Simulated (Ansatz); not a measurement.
The elements of this relaxed trial crystal are hidden behind letters.

```
lattice vectors (Å)
   2.6758    0.0000    0.0000
  -1.3379    2.3173    0.0000
   0.0000    0.0000   12.5333
fractional positions
X 0.6667 0.3333 0.7319
X 0.6667 0.3333 0.4243
X 0.3333 0.6667 0.2681
X 0.3333 0.6667 0.5757
Z 0.6667 0.3333 0.1007
Z 0.3333 0.6667 0.8993
```

The calculation used DFT PBE, scalar-relativistic, plane waves, PAW in Ansatz 0.2.0. The final run on the 6-atom cell used 420 eV, a Γ-centred 18×18×4 mesh, 0.10 eV smearing and collinear spin.

| Property | Result |
| --- | --- |
| Space group | P-3m1 (No. 164) |
| Conventional cell | a = 2.676 Å, c = 12.533 Å |
| Volume per atom | 12.95 Å³ |
| Density | 12.89 g/cm³ |
| Formation energy | +0.26 eV/atom |
| Gap on the 18×18×4 mesh of the 6-atom cell | 0 eV (a metal) |
| Net moment per atom | 0.84 μB |

Energies are uncorrected and count from the elements' standard states at the same level.

**Question.** X is a d-block element of period 4 and Z is a d-block element of period 6. Which elements are they?

**Answer.** X = Co, Z = W, so the formula is Co2W. Density times volume gives a mean mass of 12.89 × 12.95/1.6605 = 100.5 u per atom, and this set has 100.6 u. Co on its first site is surrounded by 3 Co at 2.49 Å, 3 W at 2.61 Å and 6 Co at 2.68 Å; Co on its second site has 6 Co at 2.45–2.49 Å and 6 Co at 2.68 Å; W has 3 Co at 2.61 Å, 6 W at 2.68 Å and 3 W at 2.96 Å. Other sets within the hints have nearly the same mass, so mass alone doesn't settle it; this one was computed.

Spin–orbit coupling, which can matter for W, is left out. The magnetic state reached may not be the lowest. A structure relaxed within its symmetry needn't be a true minimum.
